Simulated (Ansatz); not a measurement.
LaCo5: reading a single point

```
CELL_PARAMETERS angstrom
5.09342 0.00000 0.00000
-2.54671 4.41103 0.00000
0.00000 0.00000 3.95789
ATOMIC_POSITIONS crystal
Co 0.33330 0.66670 0.00000
Co 0.66660 0.33330 0.00000
La 0.00000 0.00000 0.00000
Co 0.50000 0.00000 0.50000
Co 0.50000 0.50000 0.50000
Co 0.00000 0.50000 0.50000
```

Method: r2SCAN, no spin polarisation; PAW, plane waves to 500 eV, 8×8×9 Γ-centred mesh, fermi-dirac occupations (width 0.1 eV) (Ansatz 0.2.0), atoms fixed.

Describe some of the short contacts.

Co–Co at 2.47 Å: least valence density 0.35 e/Å³ and ELF 0.30 there. La–Co at 2.94 Å: least valence density 0.20 e/Å³ and ELF 0.13 there. Both are smooth PAW fields, read partly inside the augmentation spheres.

Is it stable against the elements?

0.42 eV an atom against the elements' usual phases (free molecules for gases, crystals otherwise, with no correction for O₂ or N₂), so at this geometry it isn't bound against them. Relaxing would lower it.

Are the atoms at rest?

The forces vanish by the symmetry of the sites.

Is there a gap?

It is a metal, with about 14 states/eV a cell as the mean within 0.25 eV of the Fermi level, mostly Co d (92 %).

What does the stress say?

The pressure is -12.5 GPa (compression positive), so with the atoms held at these fractions the cell would first shrink.

Origin: a database entry at a rescaled volume. Caveats: no spin polarisation, so a magnetic state may lie lower; atoms or cell far from equilibrium; f levels without a U or exact exchange are poorly placed.
